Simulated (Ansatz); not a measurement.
Ti2GeC in space group P6_3/mmc (No. 194; Ti on 4f, Ge on 2d, C on 2a) at seven volumes, PBEsol (plane waves, PAW; program Ansatz), shape and atoms relaxed at each. One row is withheld.

```json
[
 {"V (Å³/atom)": "11.833", "P (GPa)": "19.46"},
 {"V (Å³/atom)": "12.223", "P (GPa)": "11.89"},
 {"V (Å³/atom)": "12.613", "P (GPa)": "5.46"},
 {"V (Å³/atom)": "13.003", "P (GPa)": "-0.01"},
 {"V (Å³/atom)": "13.393", "P (GPa)": "?"},
 {"V (Å³/atom)": "13.783", "P (GPa)": "-8.57"},
 {"V (Å³/atom)": "14.174", "P (GPa)": "-11.88"}
]
```

Fit the shown pressures and predict the withheld one.

P = (3/2)B₀(x^(7/2) − x^(5/2))[1 + (3/4)(B′ − 4)(x − 1)] with x = (V₀/V)^(2/3). Least squares on the six rows gives V₀ = 13.003 Å³/atom, B₀ = 167 GPa, B′ = 4.47. At V = 13.393, x = 0.9805 and P = -4.62 GPa. The run itself gave -4.64 GPa.

The workflow started from a Materials Project entry (that database holds measured and hypothetical structures alike); the Crystallography Open Database copy checked does not list it. Its standing as an ambient phase is unchecked. Symmetry was held in the PBEsol relaxation; of distortions, only those at the zone centre were tested. The run is not spin-polarised.

Potentials: the later of the program's two PAW sets.
